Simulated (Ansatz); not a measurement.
Ni$_{3}$Ge:
```yaml
crystal:
  lattice:
    - [3.52496, 0.00000, 0.00000]
    - [0.00000, 3.52496, 0.00000]
    - [0.00000, 0.00000, 3.52496]
  atoms:
    - { symbol: Ni, position: [0.50000, 0.00000, 0.50000] }
    - { symbol: Ni, position: [0.00000, 0.50000, 0.50000] }
    - { symbol: Ni, position: [0.50000, 0.50000, 0.00000] }
    - { symbol: Ge, position: [0.00000, 0.00000, 0.00000] }
```

Relaxed with PBEsol. Special points in fractions of this cell's reciprocal vectors: Γ (0.000, 0.000, 0.000); X (0.000, 0.500, 0.000); M (0.500, 0.500, 0.000); R (0.500, 0.500, 0.500).

Task: List the band energies nearest the Fermi level at these points for DFT-PBEsol in the program Ansatz with PAW potentials.

Result: In eV from the Fermi level; about four levels below and three above (degenerate sets whole), none deeper than 8.9 eV; points with the same levels are listed once.

```
k                                below                above
-  -----------------------------------  -------------------
Γ  -1.02 -1.02 -1.02 -0.58 -0.58 -0.28       0.04 0.04 0.04
X        -1.31 -1.31 -1.26 -1.15 -0.53       0.04 3.63 3.63
M              -1.23 -1.11 -0.95 -0.94       0.65 0.65 5.74
R              -0.61 -0.19 -0.19 -0.19  0.73 4.21 4.21 4.21
```

Space group Pm-3m (Cu3Au type). The first step of the workflow began from a Materials Project structure, measured or hypothetical; the Crystallography Open Database copy checked does not list it. Its standing as an ambient phase is unchecked. Symmetry was held in the PBEsol relaxation; of distortions, only those at the zone centre were tested. No spin polarisation was allowed. Spin–orbit coupling is left out wherever it is not named.

Potentials: the later of the program's two PAW sets.
